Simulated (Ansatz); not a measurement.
W:
```
W
1.0
    0.00000     2.91510     2.91510
    2.91510     0.00000     2.91510
    2.91510     2.91510     0.00000
W
2
Cartesian
  1.45755   1.45755   1.45755
  0.00000   0.00000   0.00000
```

Relaxed with PBE. Special points in fractions of this cell's reciprocal vectors: Γ (0.000, 0.000, 0.000); X (0.500, 0.000, 0.500); U (0.625, 0.250, 0.625); K (0.375, 0.375, 0.750); L (0.500, 0.500, 0.500); W (0.500, 0.250, 0.750).

Q: List the band energies nearest the Fermi level at these points for plane-wave PAW PBE with spin–orbit coupling (Ansatz code).

A: In eV from the Fermi level; about four levels below and three above (degenerate sets whole), none deeper than 8.9 eV; points with the same levels are listed once.

| k | below | above |
|---|---|---|
| Γ | -1.06 -1.06 -1.06 -1.06 | 1.38 1.38 1.66 1.66 1.66 1.66 |
| X | -1.13 -1.13 -1.13 -1.13 | 1.14 1.14 1.14 1.14 |
| U | -1.52 -1.52 -1.19 -1.19 | 0.37 0.37 0.62 0.62 |
| L | -1.20 -1.20 -0.44 -0.44 | 2.64 2.64 2.76 2.76 |
| W | -1.70 -1.70 -1.66 -1.66 | 0.00 0.00 0.15 0.15 |

Space group Fd-3m (diamond). A made-up cell: these elements were put on the sites of a structure type; neither database checked (COD, Materials Project) lists it. It is not the phase usual at ambient conditions (space group No. 229). The PBE relaxation kept the symmetry of its start. At this level the phase is mechanically unstable. The run is not spin-polarised.

Potentials: the later of the program's two PAW sets.
